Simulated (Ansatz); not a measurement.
Data:

BP:
Space group Pnma (No. 62); a = 6.2105 Å, b = 3.1928 Å, c = 5.3255 Å, α = 90.00°, β = 90.00°, γ = 90.00°

| atom | site | symmetry | x | y | z |
|---|---|---|---|---|---|
| B | 4c | .m. | 0.1620 | 0.2500 | 0.3984 |
| P | 4c | .m. | 0.3386 | 0.2500 | 0.1069 |

This is the LDA-relaxed structure.

Question: All from LDA in the plane-wave PAW code Ansatz, unless another level is named. Predict the highest zone-centre frequency (without LO–TO term).

Answer: 928 cm⁻¹.

Question: And the Poisson's ratio?

Answer: 0.25.

The start of the workflow was typed in or built on a structure type; neither database checked (COD, Materials Project) lists it. It is not the phase usual at ambient conditions (space group No. 216). The LDA relaxation kept the symmetry of its start; whether a distortion lowers the energy is not shown. The volume moved by 22 % from the start of the relaxation.

Potentials: the earlier of the program's two PAW sets. The files were generated under PBE; for other functionals the program regenerates the frozen cores, and for LDA and PBEsol the local potential too.
